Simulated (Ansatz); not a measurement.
With the program Ansatz at the PBEsol level (PAW), HfC in the zinc blende structure (F-43m) relaxes to a = 4.996 Å. Hf has 4 nearest neighbours from 2.16 Å (tetrahedral); C has 4 nearest neighbours from 2.16 Å (tetrahedral). Against the elements it lies at -264 meV/atom, with no fitted shifts.

It is gapped at this level: 0.19 eV (direct). The valence maximum lies at W and the conduction minimum at W (6 equivalent valleys). The screened hybrid HSE06 puts the gap at 0.92 eV. Gap from PBEsol with spin–orbit coupling: 0.08 eV (the band order may be inverted). Electrons at the band edge weigh 0.40, 0.40, 3.1 mₑ (principal values). The hole mass is 0.70, 0.70, 9.8 mₑ (principal values).

An equation-of-state fit gives a bulk modulus of 163 GPa. The relaxed-ion elastic constants in GPa are C11 = 171, C12 = 159, C44 = 55.0. The elastic constants imply a Debye temperature near 210 K. Perturbation theory gives ε∞ = 22.4. Letting the ions move raises it to ε0 = 30.2. Born charges are Hf +4.15, C -4.15 e. The phonon dispersion is stable (no imaginary branch). Without the LO–TO term the highest mode at Γ lies at 69.3 meV.

The start of the workflow was typed in or built on a structure type; neither database checked (COD, Materials Project) lists it. It is not the phase usual at ambient conditions (space group No. 225). The PBEsol relaxation kept the symmetry of its start. The run is not spin-polarised. The references are the lowest solids computed at this level, not always the standard phases. Spin–orbit coupling is left out wherever it is not named.

Potentials: the later of the program's two PAW sets.
